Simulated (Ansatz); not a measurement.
RuW:
```xyz
4
Lattice="1.4037 -4.8876 0.0000 1.4037 4.8876 0.0000 0.0000 0.0000 4.3906" Properties=species:S:1:pos:R:3 pbc="T T T"
W      1.4037    -1.5483     1.0977
Ru     1.4037    -4.0313     1.0977
W      1.4037     1.5483     3.2930
Ru     1.4037     4.0313     3.2930
```

Relaxed with r²SCAN.

Q: Map the electron localisation function on the plane through (0.658, 0.342, 0.250) spanned by u = [1, 1, 0] and v = [1, -1, 0] in lattice vectors, from r²SCAN (plane waves, PAW; program Ansatz).

A: x is the fraction of u, y of v (the angle between them is 90°; rows are the nearest grid lines); atoms in the plane: W at (0.00, 0.00), W at (0.50, 0.50), Ru at (0.00, 0.25), Ru at (0.50, 0.75).
```
|01698534543589610|
|99974224542247999|
|99742234543224799|
|33334332223343333|
|54334567776543345|
|43236777677763234|
|32236776567763223|
|32124678887642123|
|33333344444333333|
|33222234443222233|
|32112468886421123|
|43248985358984234|
|54347985358974345|
|54322479997422345|
|44432234443223444|
|44433444444433444|
|88875333433357888|
|56776322322367765|
|77875322322357877|
|66543222322234566|
|44444433333444444|
|88642112321124688|
|99985212321258999|
|01698534543589610|
```
Scale: ten equal steps from 0.041 (start of '0') to 0.739 (end of '9'), in the order '0123456789'; x runs from 0.000 to 1.00, y from 0.000 (bottom) to 1.00 (top).

The density is the valence pseudo-density with augmentation charge, so density and ELF within about 1 Å of a nucleus are not all-electron values.

Space group Cmcm. The start of the workflow was typed in or built on a structure type; neither database checked (COD, Materials Project) lists it. Whether it is the stable phase at ambient conditions was not checked. The r²SCAN relaxation kept the symmetry of its start; its stability against distortions is not shown here. No spin polarisation was allowed. Its formation energy is positive at this level, so the cell may be metastable or incomplete. Spin–orbit coupling is left out wherever it is not named.

Potentials: the earlier of the program's two PAW sets.
